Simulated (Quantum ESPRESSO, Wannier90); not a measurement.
**Wannier functions of Ta (bcc (W type))**

```xyz
1
Lattice="-1.6549 1.6549 1.6549 1.6549 -1.6549 1.6549 1.6549 1.6549 -1.6549" Properties=species:S:1:pos:R:3 pbc="T T T"
Ta     0.0000     0.0000     0.0000
```

Structure: Materials Project mp-50, symmetrised, not relaxed again. This is the element's usual structure. Method: PBEsol plane waves in Quantum ESPRESSO 7.5 (PseudoDojo norm-conserving files, 47 Ry, no spin polarisation, no spin-orbit coupling), Bloch states on a 10×10×10 mesh through Γ, Wannier90 4.0.1. Density: 18×18×18 mesh, cold smearing 0.01 Ry. Spin-orbit coupling is left out although heavy elements are present.

Functional, cutoff and mesh named above are those of the base row (1); the first column says what each row takes instead. Model: 9 functions from bands 5-21, start hydrogen-like Ta: s;p;d, disentangled but not localised (num_iter = 0), frozen window tied to the conduction edge or Fermi level of each row, as listed, which moves Ω_I and hoppings a little by itself. Energies are relative to the Fermi level; the misfit is to pw.x on a path, for states up to 1.0 eV relative to the Fermi level. The lattice is scaled uniformly, fractional positions fixed. The disentangled Ω_I can sit in another minimum from row to row.

| scale | frozen to (eV) | Ω_I (Å²) | rms misfit (meV) | bottom of band 5 (eV) | on-site Ta1 pz minus Ta1 s (eV) | hopping modulus Ta1 pz – Ta1 pz, R = 1 1 0 (eV) | hopping modulus Ta1 pz – Ta1 dz2, R = 1 1 0 (eV) | hopping modulus Ta1 s – Ta1 s, R = 1 0 0 (eV) | hopping modulus Ta1 py – Ta1 s, R = 0 0 1 (eV) |
|---|---|---|---|---|---|---|---|---|---|
| 0.96 | 1.50 | 9.42 | 7.5 | -8.31 | 7.54 | 2.826 | 1.575 | 1.264 | 1.216 |
| 0.98 | 1.50 | 9.52 | 8.0 | -8.11 | 7.43 | 2.641 | 1.472 | 1.211 | 1.184 |
| 1 | 1.50 | 9.63 | 4.9 | -7.89 | 7.34 | 2.478 | 1.378 | 1.159 | 1.148 |
| 1.02 | 1.50 | 9.75 | 4.9 | -7.66 | 7.23 | 2.306 | 1.285 | 1.106 | 1.111 |
| 1.04 | 1.50 | 9.87 | 4.3 | -7.42 | 7.13 | 2.157 | 1.201 | 1.056 | 1.073 |
